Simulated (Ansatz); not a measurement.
Si2W:
```
Si2W
1.0
   -1.61453     1.61453     3.93369
    1.61453    -1.61453     3.93369
    1.61453     1.61453    -3.93369
Si W
2 1
Direct
  0.33457   0.33457   0.00000
  0.66543   0.66543   0.00000
  0.00000   0.00000   0.00000
```

Relaxed with PBE.

**Question.** Map the electron localisation function on the plane through (0.335, 0.335, 0.000) spanned by u = [1, 1, 0] and v = [1, -1, 0] in lattice vectors, from PBE (plane waves, PAW; program Ansatz).

**Answer.** x is the fraction of u, y of v (the angle between them is 90°; rows are the nearest grid lines); atoms in the plane: Si at (0.00, 0.00), Si at (0.50, 0.50), Si at (0.33, 0.00), Si at (0.83, 0.50), W at (0.17, 0.50), W at (0.67, 0.00).
```
|7323555555324744799632586101785237997447|
|4224565565323434799632588314885237997434|
|2346765567643235899632489878974247998432|
|5678765567876556898643368999863346898655|
|8898765567898878887654345676533457788878|
|8987643346889887777776533333345677777888|
|8775432234577877777888754323467888777778|
|6643344443346677788899976444689998887776|
|6434678876334678887678887555788876788876|
|5335898898523589974345677656776543479975|
|5237974588632589963222466555653222369985|
|5237840058732589853552245555542255359985|
|5237840058732589853552245555542255359985|
|5237974588632589963222466555653222369985|
|5335898898523589974345677656776543479975|
|6434678876334678887678887555788876788876|
|6643344443346677788899976444689998887776|
|8775432234577877777888754323467888777778|
|8987643346889887777776533333345677777888|
|8898765567898878887654345676533457788878|
|5678765567876556898643368999863346898655|
|2346765567643235899632489878974247998432|
|4224565565323434799632588314885237997434|
|7323555555324744799632586101785237997447|
```
Scale: ten equal steps from 0.014 (start of '0') to 0.792 (end of '9'), in the order '0123456789'; x runs from 0.000 to 1.00, y from 0.000 (bottom) to 1.00 (top).

The density is the valence pseudo-density with augmentation charge, so density and ELF within about 1 Å of a nucleus are not all-electron values.

Space group I4/mmm (MoSi2 or CaC2 type). The cell was relaxed with PBE under the symmetry of its start; of distortions, only those at the zone centre were tested. No spin polarisation was allowed. Scalar-relativistic: spin–orbit coupling is off unless named, which matters more the heavier the elements.

Potentials: the later of the program's two PAW sets.
